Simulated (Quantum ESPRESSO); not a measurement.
# Kohn-Sham bands of Pb₂SeS (P4/mmm)

```yaml
crystal:
  lattice:
    - [4.29713, 0.00000, 0.00000]
    - [0.00000, 4.29713, 0.00000]
    - [0.00000, 0.00000, 6.09243]
  atoms:
    - { symbol: Pb, position: [0.00000, 0.00000, 0.00000] }
    - { symbol: Pb, position: [0.50000, 0.50000, 0.50000] }
    - { symbol: Se, position: [0.50000, 0.50000, 0.00000] }
    - { symbol: S, position: [0.00000, 0.00000, 0.50000] }
```

Cell from Materials Project (mp-1219943), symmetrised, no further relaxation. Not found in the COD (Crystallography Open Database) copy used; not checked further. Method: PBEsol plane waves in Quantum ESPRESSO 7.5 (PseudoDojo norm-conserving files, 69 Ry, spinors with spin-orbit coupling), Bloch states on a 6×6×4 mesh through Γ, Wannier90 4.0.1. Density: 8×8×6 mesh, Gaussian smearing 0.01 Ry. With spin-orbit coupling a semilocal functional can close or falsely invert a small gap; the band order was not checked against a better method.

**Question.** List the Kohn-Sham levels between −8 and 3.0 eV relative to the Fermi level at the high-symmetry points, as a band run of pw.x on that density gives them (levels within 2 meV counted together).

**Answer.** 
```csv
point,k (reciprocal lattice),levels (eV)
Γ,0.000 0.000 0.000,"-7.09 (×2), -6.10 (×2), -4.90 (×2), -3.36 (×2), -2.94 (×2), -2.20 (×2), -1.70 (×2), -1.69 (×2)"
X,0.000 0.500 0.000,"-7.90 (×2), -3.54 (×2), -3.34 (×2), -1.63 (×2), -1.58 (×2), -0.79 (×2), -0.60 (×2), 0.97 (×2), 1.19 (×2), 2.36 (×2), 2.60 (×2)"
M,0.500 0.500 0.000,"-7.15 (×2), -7.06 (×2), -4.92 (×2), -4.90 (×2), -3.46 (×2), -3.23 (×2), -2.96 (×2), -2.91 (×2)"
Z,0.000 0.000 0.500,"-7.17 (×2), -7.08 (×2), -2.88 (×2), -2.68 (×2), -2.36 (×2), -2.34 (×2), -1.60 (×2), -1.55 (×2), 1.99 (×2), 2.30 (×2)"
R,0.000 0.500 0.500,"-1.58 (×2), -1.51 (×2), -1.44 (×2), -1.34 (×2), -0.12 (×2), -0.02 (×2), 0.01 (×2), 0.13 (×2), 1.52 (×2), 1.59 (×2), 2.42 (×2), 2.52 (×2)"
A,0.500 0.500 0.500,"-7.74 (×2), -7.73 (×2), -4.42 (×2), -4.18 (×2), -4.15 (×2), -3.83 (×2), -0.91 (×2), -0.68 (×2), 1.80 (×2), 1.85 (×2)"
```
